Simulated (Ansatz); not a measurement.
IrC (zinc blende, F-43m) under volume change, plane-wave PAW PBEsol (Ansatz code), scaled uniformly.

```json
[
 {"V (Å³/atom)": "10.928", "E − E(relaxed) (meV/atom)": "…", "P (GPa)": "…"},
 {"V (Å³/atom)": "11.288", "E − E(relaxed) (meV/atom)": "45.0", "P (GPa)": "21.19"},
 {"V (Å³/atom)": "11.649", "E − E(relaxed) (meV/atom)": "…", "P (GPa)": "…"},
 {"V (Å³/atom)": "12.009", "E − E(relaxed) (meV/atom)": "0.0", "P (GPa)": "0.00"},
 {"V (Å³/atom)": "12.369", "E − E(relaxed) (meV/atom)": "9.5", "P (GPa)": "-8.26"},
 {"V (Å³/atom)": "12.730", "E − E(relaxed) (meV/atom)": "36.2", "P (GPa)": "-15.25"},
 {"V (Å³/atom)": "13.090", "E − E(relaxed) (meV/atom)": "77.3", "P (GPa)": "-21.18"}
]
```

**Question.** Complete the blanks.

**Answer.** 
- 10.928, E − E(relaxed) (meV/atom): 107.4
- 10.928, P (GPa): 34.70
- 11.649, E − E(relaxed) (meV/atom): 10.6
- 11.649, P (GPa): 9.72

**Question.** What does a third-order Birch–Murnaghan fit give for V₀, B₀ and B′?

**Answer.** V₀ = 12.01 Å³/atom, B₀ = 298 GPa, B′ = 4.5.

The start of the workflow was typed in or built on a structure type; neither database checked (COD, Materials Project) lists it. Whether it is the stable phase at ambient conditions was not checked. The PBEsol relaxation kept the symmetry of its start; whether a distortion lowers the energy is not shown. The run is not spin-polarised. Its formation energy is positive at this level, so the cell may be metastable or incomplete. Spin–orbit coupling is left out wherever it is not named.

Potentials: the earlier of the program's two PAW sets. The files were generated under PBE; for other functionals the program regenerates the frozen cores, and for LDA and PBEsol the local potential too.
